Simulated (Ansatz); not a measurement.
Relaxed-ion elastic tensor of CsPbCl3 (cubic perovskite, Pm-3m) in GPa (Voigt order), plane-wave PAW PBE (Ansatz code); density 3.93 g/cm³, 37.69 Å³ per atom.

```
49.0   8.2   8.2   0.0   0.0   0.0
 8.2  49.0   8.2   0.0   0.0   0.0
 8.2   8.2  49.0   0.0   0.0   0.0
 0.0   0.0   0.0   5.2   0.0   0.0
 0.0   0.0   0.0   0.0   5.2   0.0
 0.0   0.0   0.0   0.0   0.0   5.2
```

Task: Is the crystal mechanically stable?

Result: Yes: the smallest eigenvalue of C is 5.2 GPa.

Task: Work out the Voigt, Reuss and Hill averages.

Result: K_V = 21.8, K_R = 21.8, K_H = 21.8; G_V = 11.3, G_R = 7.4, G_H = 9.3 GPa.

Task: Give Young's modulus, Poisson's ratio, Pugh's ratio and the universal anisotropy index.

Result: E = 9KG/(3K + G) = 24.5 GPa; ν = 0.31; K/G = 2.34 (ductile by the Pugh limit of 1.75); A_U = 5G_V/G_R + K_V/K_R − 6 = 2.64.

Task: Estimate the sound speeds and the Debye temperature.

Result: v_l = √((K + 4G/3)/ρ) = 2950 m/s, v_t = √(G/ρ) = 1540 m/s, mean 1720 m/s; Θ = (h/k)(3n/4πV)^(1/3) v_m = 153 K.

Task: Give the Zener ratio and Young's modulus along [100], [110] and [111].

Result: A = 2C44/(C11 − C12) = 0.25; 1/E = S11 − 2(S11 − S12 − S44/2)Γ with Γ = 0, 1/4, 1/3 gives 46.7, 17.4, 14.4 GPa.

Task: Solve the Christoffel equation for the three sound speeds along [100], [110], [111].

Result: Eigenvalues of C_ijkl n_j n_l equal ρv². In km/s, slowest first: [100] 1.15, 1.15, 3.53; [110] 1.15, 2.28, 2.93; [111] 1.97, 1.97, 2.70.

This is a known high-temperature phase of the composition, computed here at zero pressure and temperature. The PBE relaxation kept the symmetry of its start; phonons on a q-mesh show weakly imaginary modes. Spin–orbit coupling is left out wherever it is not named.

Potentials: the later of the program's two PAW sets.
